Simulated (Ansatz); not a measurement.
# Course of a relaxation: NaCa2H2

A trial structure of NaCa2H2 was built thus: random cell by space group and Wyckoff sites (P6mm, No. 183). The dimensions are guesses.

```xyz
5
Lattice="4.6312 0.0000 0.0000 -2.3156 4.0107 0.0000 0.0000 0.0000 3.7055" Properties=species:S:1:pos:R:3 pbc="T T T"
Na    0.0000    0.0000    2.4023
Ca    0.0000    2.6738    0.1731
Ca    2.3156    1.3369    0.1731
H     0.0000    2.6738    2.3016
H     2.3156    1.3369    2.3016
```

All numbers below come from DFT PBE, scalar-relativistic, plane waves, PAW (Ansatz 0.2.0). Cutoff 420 eV, Gaussian smearing, Γ-centred meshes. Cell and atoms relax first on a coarse mesh and then on a finer one. In between, the cell is made exact in the group found at 0.06 Å. In metals the finer mesh still leaves noise of several meV/atom or more. The steps can't lower the symmetry of their start. No spin polarisation.

Steps on the 6×6×6 mesh (5 atoms, 12 steps). The free energy counts from the last step; some steps are skipped; the plane-wave basis is renewed at times, which shifts energy and pressure.

| step | ΔF (meV/atom) | V (Å³/atom) | P (GPa) | largest force component (eV/Å) |
| --- | --- | --- | --- | --- |
| 1 | 985.6 | 13.77 | 28.48 | 5.863 |
| 2 | 442.8 | 15.79 | 14.78 | 1.012 |
| 3 | 276.3 | 18.02 | 8.99 | 0.460 |
| 5 | 117.6 | 22.36 | 2.45 | 0.034 |
| 6 | 97.7 | 24.34 | -0.02 | 0.041 |
| 7 | 97.2 | 24.45 | -0.10 | 0.019 |
| 8 | 49.2 | 24.45 | 2.19 | 0.019 |
| 10 | 8.4 | 28.30 | 0.55 | 0.003 |
| 11 | 2.7 | 30.20 | 0.07 | 0.003 |
| 12 | 0.0 | 30.20 | 0.13 | 0.003 |

The relaxed structure, after a last relaxation on the converged mesh:

```
Na Ca H
1.0
     6.52063    0.00000    0.00000
    -3.26032    5.64704    0.00000
     0.00000    0.00000    4.19123
Na Ca H
1 2 2
Direct
  0.00000 0.00000 0.50000
  0.33333 0.66667 0.00000
  0.66667 0.33333 0.00000
  0.33333 0.66667 0.50000
  0.66667 0.33333 0.50000
```

The symmetry goes from P6mm (No. 183) to P6/mmm (No. 191). The volume per atom grows by 124.2 %, from 13.8 to 30.9 Å³. The shortest distance goes from 1.58 Å (Ca–H) to 2.10 Å (Ca–H). The energy falls by about 0.99 eV/atom (the start's value is from the coarse mesh). The end is written in a standard setting, so origin, axes and order of atoms can differ from the start's. Around Na lie 6 H at 3.76 Å, 2 Na at 4.19 Å and 12 Ca at 4.31 Å; Ca is surrounded by 2 H at 2.10 Å, 3 Ca at 3.76 Å, 2 Ca at 4.19 Å, 6 Na at 4.31 Å and 6 H at 4.31 Å; H is surrounded by 2 Ca at 2.10 Å, 3 Na at 3.76 Å and 3 H at 3.76 Å.

| Item | Value |
| --- | --- |
| Volume per atom | 30.87 Å³ |
| Density | 1.13 g/cm³ |
| Formation energy | +0.13 eV/atom |
| Gap on the 6×6×10 mesh of the 5-atom cell | 0 eV (a metal) |

The zero of energy is the elements' standard structures at the same level (H₂ as a molecule); no fitted shifts are applied.

The last run used Gaussian smearing of 0.10 eV. The cell is a metal run without spin; a magnetic state may lie lower. With hydrogen, zero-point motion can shift formation energies by some tens of meV/atom. A structure relaxed within its symmetry needn't be a true minimum. In all, the 3 runs took 3.3 min on 1 thread of Intel(R) Xeon(R) Processor @ 2.50GHz (Skylake/Cascade Lake), on a shared host.
